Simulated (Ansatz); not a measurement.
Values for one crystal, relaxed and computed with plane-wave PAW r²SCAN (Ansatz code); other levels are named.

* **Volume per atom**: 13.35 Å³
* **Band gap**: 7.67 eV (direct)
* **Electron effective mass, band 3 of 3 at the edge**: 6.0 along [110], 6.9 along [111] (mₑ)
* **Valence-band maximum**: at Γ
* **Conduction-band minimum**: at Γ
* **Hole effective mass, band 3 of 3 at the edge**: 2.1 along [110] (mₑ)
* **Pressure derivative B′**: 5.4

Problem. Pick the material that matches.
A. PbS, zinc blende
B. K2LiScF6, Fm-3m (K on 8c, Li on 4b, Sc on 4a, F on 24e)
C. SmOF, R-3m (Sm on 6c, O on 6c, F on 6c)
D. RbBr, rock salt

Solution. B, K2LiScF6, Fm-3m (K on 8c, Li on 4b, Sc on 4a, F on 24e)

The workflow started from a Materials Project entry (that database holds measured and hypothetical structures alike); the Crystallography Open Database copy checked does not list it. Its standing as an ambient phase is unchecked. The cell was relaxed with r²SCAN under the symmetry of its start; whether a distortion lowers the energy is not shown. The run is not spin-polarised.

Potentials: the later of the program's two PAW sets.
